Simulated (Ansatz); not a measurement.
HfN:
```cif
data_Hf4N4
_chemical_formula_sum 'Hf4 N4'
_space_group_name_H-M_alt 'Fm-3m'
_space_group_IT_number 225
_space_group_name_Hall '-F 4 2 3'
_cell_length_a 4.54763
_cell_length_b 4.54763
_cell_length_c 4.54763
_cell_angle_alpha 90.000
_cell_angle_beta 90.000
_cell_angle_gamma 90.000
loop_
_atom_site_label
_atom_site_type_symbol
_atom_site_symmetry_multiplicity
_atom_site_Wyckoff_symbol
_atom_site_fract_x
_atom_site_fract_y
_atom_site_fract_z
_atom_site_occupancy
Hf1 Hf 4 a 0.00000 0.00000 0.00000 1
N1 N 4 b 0.50000 0.50000 0.50000 1
```
(The calculation used a cell of 2 atoms; values per cell refer to that cell.)

Relaxed with PBE.

Q: Decompose the optical modes at the zone centre into irreducible representations, and say which are infrared and Raman allowed.

A: Point group m-3m: Γ_opt = T1u. Infrared: T1u. Raman: none.

Q: Assign frequencies (DFPT, PBE in the plane-wave PAW code Ansatz).

A: T1u 479 cm⁻¹.

Symmetry was held in the PBE relaxation; of distortions, only those at the zone centre were tested. The run is not spin-polarised. With an odd number of electrons in the cell and no spin polarisation, the count alone makes it a metal. As this level gives no gap, phonon frequencies hold no LO–TO term and depend on the k-mesh and smearing (Fermi–Dirac, 0.1 eV here). Scalar-relativistic: spin–orbit coupling is off unless named, which matters more the heavier the elements.

Potentials: the later of the program's two PAW sets.
